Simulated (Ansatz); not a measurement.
**Relaxing a structure of ZrCu**

The relaxed structure here is a generated cell of ZrCu: the first start was made by a random draw of sites in a space group, and the end was not matched to a known phase here, so it may be hypothetical.

The start is a randomly generated symmetric cell of ZrCu (space group No. 107). Cell shape, volume and atoms are optimised at zero target pressure with PBE (plane waves to 420 eV, PAW, scalar-relativistic; Ansatz, an electronic-structure program). First-step values are on the input's coarse k-mesh.

Ansatz input (later rounds restart from its end on a renewed k-mesh):
Ansatz 0.2 input:
```yaml
crystal:
  lattice:
    - [-1.8342591, 1.8342591, 2.9897014]
    - [1.8342591, -1.8342591, 2.9897014]
    - [1.8342591, 1.8342591, -2.9897014]
  atoms:
    - { symbol: Cu, position: [0.55724307, 0.55724307, 0] }
    - { symbol: Zr, position: [0.10110423, 0.10110423, 0] }
basis: { ecutwfc: 420, ecutrho_ratio: 4, xc_grid: 2, fft_grid_basis: typed }
kpoints: { mp_grid: { grid: [12, 12, 12] } }
hamiltonian:
  xc: pbe
  dispersion: none
  pseudopotentials: { kind: paw }
scf: { occupations: { method: fermi_dirac, width: 0.05 } }
relax: { f_tol: 0.01, max_steps: 100, cell: { stress_tol: 0.02 } }
output: { forces: true, stress: true }
```

Task: What is the largest force in the starting geometry, and on which atom (counted from 1)?

Result: 0.08 eV/Å, on Cu1, Zr2 (atoms numbered as listed).

Task: What symmetry does the relaxed structure have?

Result: The space group goes from I4mm (No. 107) to Fm-3m (No. 225); the end is rock salt type, with 2 atoms in the primitive cell.

Task: How much energy is released per atom?

Result: 0.11 eV/atom.

Task: How does the volume change?

Result: -3.7 %, from 20.12 to 19.36 Å³/atom.

Task: How do the shortest distances between atoms change?

Result: The closest pairs of elements (up to four, under 3.6 Å), start → end: Cu–Zr 2.61 → 2.69 Å.

Task: What band gap does the relaxed structure have at this level?

Result: No gap (metallic).

Task: Write out the relaxed structure.

Result: 
```cif
data_Cu4Zr4
_chemical_formula_sum 'Cu4 Zr4'
_space_group_name_H-M_alt 'Fm-3m'
_space_group_IT_number 225
_space_group_name_Hall '-F 4 2 3'
_cell_length_a 5.37075
_cell_length_b 5.37075
_cell_length_c 5.37075
_cell_angle_alpha 90.000
_cell_angle_beta 90.000
_cell_angle_gamma 90.000
loop_
_atom_site_label
_atom_site_type_symbol
_atom_site_symmetry_multiplicity
_atom_site_Wyckoff_symbol
_atom_site_fract_x
_atom_site_fract_y
_atom_site_fract_z
_atom_site_occupancy
Cu1 Cu 4 b 0.50000 0.50000 0.50000 1
Zr1 Zr 4 a 0.00000 0.00000 0.00000 1
```
(The calculation used a cell of 2 atoms; values per cell refer to that cell.)

Final values are on a 15×15×15 k-mesh of the relaxed cell. No spin polarisation in the result.

The run could not lose the symmetry of its start: the end is stationary, and may be a saddle point rather than a minimum.
